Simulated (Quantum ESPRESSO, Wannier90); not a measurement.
**InP (zinc blende), plane waves to Wannier functions**

```
begin unit_cell_cart
ang
    0.0000000000    2.9519750000    2.9519750000
    2.9519750000    0.0000000000    2.9519750000
    2.9519750000    2.9519750000    0.0000000000
end unit_cell_cart
begin atoms_frac
In   0.0000000000  0.0000000000  0.0000000000
P   -0.2500000000 -0.2500000000 -0.2500000000
end atoms_frac
```

Materials Project entry mp-20351; symmetrised, unrelaxed at this level. COD (Crystallography Open Database) has an entry of this formula and space group (matched by these alone). Method: LDA plane waves in Quantum ESPRESSO 7.5 (PseudoDojo norm-conserving files, 56 Ry, no spin polarisation, no spin-orbit coupling), Bloch states on a 10×10×10 mesh through Γ, Wannier90 4.0.1. Density: 10×10×10 mesh, Gaussian smearing 0.01 Ry. Spin-orbit coupling is left out although heavy elements are present.

Bands 6-9 form an isolated set from -11.41 to 0.00 eV relative to the valence-band maximum (on the path) and are turned into 4 Wannier functions by minimising the spread from the start: sp3 on P.

Question: Where do the functions sit, how wide are they and what are they made of?

Answer: 
```csv
functions,spread (Å²),"nearest atom, distance (Å)","second atom, distance (Å)",weight on atomic waves
4,2.44,P 0.93,In 1.63,"P 3p 47 %, In 5p 21 %, P 3s 17 %"
```

Ω_I = 9.13 Å², Ω_total = 9.76 Å²; the interpolated bands follow pw.x to 18 meV rms on the path. It is the lowest total spread that any start reached here.
